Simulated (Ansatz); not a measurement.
The relaxed structure here is a generated cell of V3Si: the first start was made by placing the elements on the sites of a structure type, and the end was not matched to a known phase here, so it may be hypothetical. Known forms of V3Si include space group No. 223.

The end point of a relaxation of V3Si. The numbers are results of PBE (plane waves to 420 eV, PAW, scalar-relativistic; Ansatz, a first-principles code), not measurements.

```cif
data_SiV3
_chemical_formula_sum 'Si1 V3'
_space_group_name_H-M_alt 'P 1'
_space_group_IT_number 1
_cell_length_a 3.60270
_cell_length_b 3.60270
_cell_length_c 4.04300
_cell_angle_alpha 90.000
_cell_angle_beta 90.000
_cell_angle_gamma 90.000
loop_
_space_group_symop_operation_xyz
  'x, y, z'
loop_
_atom_site_label
_atom_site_type_symbol
_atom_site_fract_x
_atom_site_fract_y
_atom_site_fract_z
_atom_site_occupancy
Si1 Si 0.50000 0.50000 0.50000 1
V1 V 0.00000 0.00000 0.50000 1
V2 V 0.50000 0.00000 0.00000 1
V3 V 0.00000 0.50000 0.00000 1
```

Q: Determine the symmetry and give the standard cell with its independent sites.

A: Space group P4/mmm (No. 123); a = 3.603 Å, b = 3.603 Å, c = 4.043 Å, α = 90.00°, β = 90.00°, γ = 90.00°

| atom | site | symmetry | x | y | z |
|---|---|---|---|---|---|
| Si | 1d | 4/mmm | 0.5000 | 0.5000 | 0.5000 |
| V | 1b | 4/mmm | 0.0000 | 0.0000 | 0.5000 |
| V | 2f | mmm. | 0.0000 | 0.5000 | 0.0000 |

Q: Give the shortest distances between elements (the closest pairs, up to four, under 3.6 Å).

A: Si–V 2.55 Å; V–V 2.55 Å.

The volume per atom is 13.12 Å³, the density is 5.72 g/cm³ and the band gap is zero (metallic). The magnetic moment comes out as zero (the starting moments vanished).

No spin polarisation in the result: the starting moments vanished. The relaxed primitive cell holds an odd number of electrons. A magnetic state may lie lower.

The run could not lower the symmetry of its start; a shaken copy of this end point relaxes with PBE to P4/mmm (No. 123), 0.02 eV/atom lower.
